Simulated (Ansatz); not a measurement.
Polymorphs of Ti2C, each relaxed with r²SCAN in the plane-wave PAW code Ansatz:

A: Fd-3m
a = 8.620 Å, b = 8.620 Å, c = 8.620 Å, α = 90.00°, β = 90.00°, γ = 90.00°

```json
[
 {"atom": "Ti", "site": "32e", "symmetry": ".3m", "x": "0.3813", "y": "0.3813", "z": "0.3813"},
 {"atom": "C", "site": "16d", "symmetry": ".-3m", "x": "0.6250", "y": "0.6250", "z": "0.6250"}
]
```

B: R-3m
a = 3.0783 Å, b = 3.0783 Å, c = 14.4642 Å, α = 90.00°, β = 90.00°, γ = 120.00°

```tsv
atom	site	symmetry	x	y	z
Ti	6c	3m	0.0000	0.0000	0.2452
C	3b	-3m	0.0000	0.0000	0.5000
```

Task: Rank these by energy per atom at 0 K (lowest first), as r²SCAN gives it.

Result: A (+0 meV/atom), B (+16 meV/atom)

Standing as an ambient phase not checked: A; B. All cells were relaxed under the symmetry of their starts (and spin orders); stability against distortions was not tested throughout. Rows with no word on spin ran without spin polarisation.

Energies hold the estimated change up to a 700 eV cutoff; steps of a few meV lie near the error of the meshes.

Potentials: the later of the program's two PAW sets.
